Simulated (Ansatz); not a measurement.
## MgB$_{2}$: strain energy, fitted

MgB$_{2}$, P6/mmm, a = 3.073 Å, c = 3.532 Å. The structure is a Materials Project entry; whether it is the stable form wasn't checked. Ansatz: PBE, PAW, 420 eV, Γ-centred 15×15×12 mesh on 3 atoms, Gaussian smearing 0.10 eV; no spin polarisation. Series: biaxial strain in the a-b plane, c and atoms relaxed; x is the strain in per cent. y is the free energy over the unstrained cell, V0 = 9.626 Å³/atom.

```
x (%) y (meV/atom)
 -4.5         66.74
 -3.0         28.64
 -1.5             ?
  0.0          0.00
  1.5          5.85
  3.0         22.73
  4.5         49.85
```

Q: Fit y = c2 x² + c3 x³ to the other rows, turn c2 into a modulus, and predict the missing energy.

A: Least squares on the rows shown. y = 2.8740 x² − 0.094084 x³. In eV per unit strain² c2 is 28.74; M is the biaxial modulus (E = M V0 ε²): 28.74 × 160.2 / (9.626) = 478 GPa. At x = -1.5 the fit asked for gives 6.78 meV/atom. The run gave 6.80 meV/atom, so the fit is 0.02 meV/atom too low, within the rms miss on the fitted rows (0.33 meV/atom).